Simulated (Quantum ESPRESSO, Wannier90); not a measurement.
## Wannier functions of LiNbF$_{6}$ (R-3)

```xyz
8
Lattice="-2.5573 4.4294 0.0000 -5.1146 0.0000 0.0000 -2.5573 1.4765 4.5570" Properties=species:S:1:pos:R:3 pbc="T T T"
Li    -5.1146     2.9529     2.2785
Nb     0.0000     0.0000     0.0000
F      0.9587     1.2487    -1.1162
F     -0.9587    -1.2487     1.1162
F      0.6020    -1.4546    -1.1162
F     -0.6020     1.4546     1.1162
F     -1.5607     0.2060    -1.1162
F      1.5607    -0.2060     1.1162
```

Cell from Materials Project (mp-1078799), symmetrised, no further relaxation. Not found in the COD (Crystallography Open Database) copy used; not checked further. Method: PBEsol plane waves in Quantum ESPRESSO 7.5 (PseudoDojo norm-conserving files, 68 Ry, spinors with spin-orbit coupling), Bloch states on a 4×4×4 mesh through Γ, Wannier90 4.0.1. Density: 8×8×8 mesh, Gaussian smearing 0.01 Ry.

A tight-binding model is made by disentanglement and projection with no localisation steps (num_iter = 0), so the 46 orbitals stay atom-like: hydrogen-like Nb: d; F: p, axes along x, y, z; frozen window up to 6.78 eV relative to the valence-band maximum. It follows pw.x to 0.2 meV rms for states up to 6.3 eV relative to the valence-band maximum. Matrix elements depend on this choice of orbitals and windows.

Q: What are the on-site energies relative to the valence-band maximum, and how fast do the hoppings decay?

A: 
```csv
atom,orbitals,energy (eV)
Nb2,dz2↑ dz2↓,4.09
Nb2,dxz↑ dxz↓ dyz↑ dyz↓,6.14
Nb2,dx2-y2↑ dx2-y2↓ dxy↑ dxy↓,5.10
F3,pz↑ pz↓,-0.90
F3,px↑ px↓,-0.96
F3,py↑ py↓,-0.82
F4,pz↑ pz↓,-0.90
F4,px↑ px↓,-0.96
F4,py↑ py↓,-0.82
F5,pz↑ pz↓,-0.90
F5,px↑ px↓,-0.72
F5,py↑ py↓,-1.07
F6,pz↑ pz↓,-0.90
F6,px↑ px↓,-0.72
F6,py↑ py↓,-1.07
F7,pz↑ pz↓,-0.90
F7,px↑ px↓,-1.00
F7,py↑ py↓,-0.79
F8,pz↑ pz↓,-0.90
F8,px↑ px↓,-1.00
F8,py↑ py↓,-0.79
```

```json
[
 {"distance of the centres (Å)": "1–2", "largest modulus (eV)": "2.2"},
 {"distance of the centres (Å)": "2–3", "largest modulus (eV)": "0.35"},
 {"distance of the centres (Å)": "3–4", "largest modulus (eV)": "0.13"},
 {"distance of the centres (Å)": "4–5", "largest modulus (eV)": "0.042"},
 {"distance of the centres (Å)": "5–6", "largest modulus (eV)": "0.014"},
 {"distance of the centres (Å)": "6–7", "largest modulus (eV)": "0.0071"},
 {"distance of the centres (Å)": "7–8", "largest modulus (eV)": "0.0027"}
]
```

Effective spin-orbit constants λ of λ L·S, from the same-site elements px↑–py↑ (λ/2) and dx2-y2↑–dxy↑ (λ), where they are among the larger elements: F3 p 0.034 eV, F4 p 0.034 eV.
